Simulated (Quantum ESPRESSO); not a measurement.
Parts of the isotropic shielding in Cs2CoAgF6, by PBE GIPAW (a modified build of Quantum ESPRESSO, JTH PAW datasets), 22.5 Ha, k-mesh 5×5×5 shifted:

```xyz
10
Lattice="0.0000 4.4730 4.4730 4.4730 0.0000 4.4730 4.4730 4.4730 0.0000" Properties=species:S:1:pos:R:3 pbc="T T T"
Cs     2.2365     2.2365     2.2365
Cs     6.7095     6.7095     6.7095
Co     0.0000     0.0000     0.0000
Ag     4.4730     4.4730     4.4730
F      4.4730     4.4730     1.9719
F      4.4730     4.4730     6.9741
F      1.9719     4.4730     4.4730
F      6.9741     4.4730     4.4730
F      4.4730     1.9719     4.4730
F      4.4730     6.9741     4.4730
```
The cell comes from the Materials Project (a computed structure). It is Cs2CoAgF6 in Fm-3m; whether this form has been observed was not checked. Stability against distortions was not tested. Forces on the atoms reach 0.72 eV/Å at this level. The run has no spin polarisation.

The core term is that of the free atom's frozen core; the paramagnetic column sums the reconstruction terms. Shieldings are absolute and leave out the bulk-susceptibility term; a larger σ means a smaller chemical shift. By our sweeps, such settings leave a few ppm in absolute σ on light atoms and up to some 20 ppm from Zn on. No spin–orbit coupling; Cs is the heaviest element present. With so small a Kohn–Sham gap, σ hangs strongly on the functional and the mesh.

```tsv
site	core	bare (smooth current)	diamagnetic correction	paramagnetic corrections	σ_iso (ppm)
Cs (atoms 1, 2)	5984.7	75.9	5.3	[?]	[?]
Co (atom 3)	1773.8	-724.8	325.0	[?]	[?]
Ag (atom 4)	4673.9	29.9	111.9	[?]	[?]
F (atoms 5, 6, 7, 8, 9, 10)	306.4	180.8	50.4	[?]	[?]
```

Q: Fill in the missing entries.

A: 
- Cs (atoms 1, 2), paramagnetic corrections: -549.8
- Cs (atoms 1, 2), σ_iso (ppm): 5516.2
- Co (atom 3), paramagnetic corrections: -31478.4
- Co (atom 3), σ_iso (ppm): -30104.5
- Ag (atom 4), paramagnetic corrections: -1531.4
- Ag (atom 4), σ_iso (ppm): 3284.3
- F (atoms 5, 6, 7, 8, 9, 10), paramagnetic corrections: 303.6
- F (atoms 5, 6, 7, 8, 9, 10), σ_iso (ppm): 841.2
